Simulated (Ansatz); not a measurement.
TiO₂ (anatase)

```xyz
6
Lattice="-1.8889 1.8889 4.7919 1.8889 -1.8889 4.7919 1.8889 1.8889 -4.7919" Properties=species:S:1:pos:R:3 pbc="T T T"
Ti     0.0000     0.0000     4.7919
Ti     1.8889     0.0000     2.3959
O      0.0000     0.0000     2.8055
O      1.8889     0.0000     0.4095
O      1.8889     0.0000     4.3824
O      0.0000     0.0000     6.7783
```

The slice is a (100) plane (indices of the conventional cell) through the point (0.500, 0.500, 0.000) (fractional), spanned by u = [101] and v = [110] in vectors of this cell: u (3.78 Å) and v (9.58 Å, at 90° to u). It covers one period; positions are fractions (u, v).

Calculation: r2SCAN (plane waves to 500 eV, PAW, scalar-relativistic; Ansatz, a first-principles code). k mesh 12×12×12. Inside the PAW spheres the values are not all-electron values, and peaks at nuclei hang on which shells count as valence. TiO2 is run without spin polarisation. TiO2 was relaxed with its symmetry unable to fall.

**Question.** Around which element is the density of the highest valence band (whole band, smooth part) largest on this plane?

**Answer.** O. Mean over a disc round each atom, of radius 0.45 times the shortest bond: O 0.096, Ti 0.004 e/Å³.

**Question.** Around which element is the density of the lowest conduction band (whole band as if filled, smooth part) largest on this plane?

**Answer.** Ti. Mean over a disc round each atom, of radius 0.45 times the shortest bond: Ti 0.052, O 0.008 e/Å³.

**Question.** What is the valence density on the shortest Ti–O line in this plane (1.93 Å), at its midpoint?

**Answer.** 0.74 e/Å³.

**Question.** Sketch the density of the highest valence band (whole band, smooth part) on this plane as a map.

**Answer.** 
```
|            ....          |
|                          |
|                          |
|......                ....|
|--==--..            ..--==|
|..%%**::            ::**%%|
|  %%##::            ::##%%|
|--++--..            ..--++|
|......                ....|
|                          |
|                          |
|                          |
|                          |
|                          |
|          ........        |
|        ::++====++::      |
|      ..==@@----@@==..    |
|      ..--@@====@@--..    |
|        ..========..      |
|          ........        |
|                          |
|                          |
|....                    ..|
|--::                    ::|
|  ..                    ..|
|....                    ..|
|--::                    ::|
|..          ....          |
|          ..----..        |
|          ........        |
|          ........        |
|          ..----..        |
```
Scale: ten equal steps from 0.000 (start of ' ') to 0.325 (end of '@'), in the order ' .:-=+*#%@'. Values: density of the highest valence band (whole band, smooth part) in e/Å³. The map has 13 points along u (two characters each, u = 0 at the left) and 32 along v (v = 0 in the bottom row).
